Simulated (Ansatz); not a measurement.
LiF:
```yaml
crystal:
  lattice:
    - [2.51626, 0.00000, 0.00000]
    - [0.00000, 2.51626, 0.00000]
    - [0.00000, 0.00000, 2.51626]
  atoms:
    - { symbol: Li, position: [0.00000, 0.00000, 0.00000] }
    - { symbol: F, position: [0.50000, 0.50000, 0.50000] }
```

Relaxed with r²SCAN.

Give the optical modes at the zone centre with their infrared and Raman activity from DFPT, DFT-r²SCAN in the program Ansatz with PAW potentials.

Transverse frequencies, without the LO–TO term; a row sums one degenerate level.

```
ω (cm⁻¹)  degeneracy  IR ((D/Å)²/amu)  Raman (Å⁴/amu)  activity  symmetry
--------  ----------  ---------------  --------------  --------  --------
103i               3            16.35               0        IR       T1u
```

How high does the top mode go among those that the LO–TO term moves?

586 cm⁻¹ for q along x.

Space group Pm-3m (CsCl type). The first step of the workflow began from a Materials Project structure, measured or hypothetical; the Crystallography Open Database copy checked does not list it. It is not the phase usual at ambient conditions (space group No. 225). The cell was relaxed with r²SCAN under the symmetry of its start. At this level the phase is dynamically unstable (imaginary phonons).

Potentials: the later of the program's two PAW sets.
